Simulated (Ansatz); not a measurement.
Sn$_{5}$Se$_{8}$:
```
CELL_PARAMETERS angstrom
      7.82931     0.00000     0.00000
     -3.91466     6.78038     0.00000
      0.00000     0.00000     7.14109
ATOMIC_POSITIONS crystal
  Sn 0.00000 0.00000 0.00000
  Se 0.32999 0.16500 0.22838
  Se 0.66667 0.33333 0.77989
  Sn 0.50000 0.50000 0.00000
  Se 0.83500 0.67001 0.22838
  Se 0.16500 0.83500 0.77162
  Sn 0.50000 0.00000 0.00000
  Se 0.83500 0.16500 0.22838
  Se 0.16500 0.32999 0.77162
  Sn 0.00000 0.50000 0.00000
  Se 0.33333 0.66667 0.22011
  Se 0.67001 0.83500 0.77162
  Sn 0.00000 0.00000 0.50000
```

Relaxed with r²SCAN. Special points in fractions of this cell's reciprocal vectors: Γ (0.000, 0.000, 0.000); M (0.500, 0.000, 0.000); K (0.333, 0.333, 0.000); A (0.000, 0.000, 0.500); L (0.500, 0.000, 0.500); H (0.333, 0.333, 0.500).

Q: List the band energies nearest the Fermi level at these points for plane-wave PAW r²SCAN (Ansatz code).

A: In eV from the Fermi level; about four levels below and three above (degenerate sets whole), none deeper than 8.9 eV; points with the same levels are listed once.

```
k                          below                above
-  -----------------------------  -------------------
Γ        -1.32 -0.44 -0.44 -0.22  0.94 1.25 1.33 1.33
M        -2.14 -1.69 -1.53 -1.48       0.23 0.34 0.51
K        -2.23 -1.89 -1.89 -1.58       0.51 0.51 0.61
A  -1.53 -1.53 -0.90 -0.78 -0.78       0.46 2.13 2.99
L        -2.09 -1.82 -1.54 -0.97       0.10 0.21 0.40
H  -2.17 -2.17 -2.17 -2.17 -0.73       0.16 0.61 0.61
```

Space group P-3m1. The start of the workflow was typed in or built on a structure type; neither database checked (COD, Materials Project) lists it. Whether it is the stable phase at ambient conditions was not checked. The r²SCAN relaxation kept the symmetry of its start; its stability against distortions is not shown here. Scalar-relativistic: spin–orbit coupling is off unless named, which matters more the heavier the elements.

Potentials: the earlier of the program's two PAW sets. The files were generated under PBE; for other functionals the program regenerates the frozen cores, and for LDA and PBEsol the local potential too.
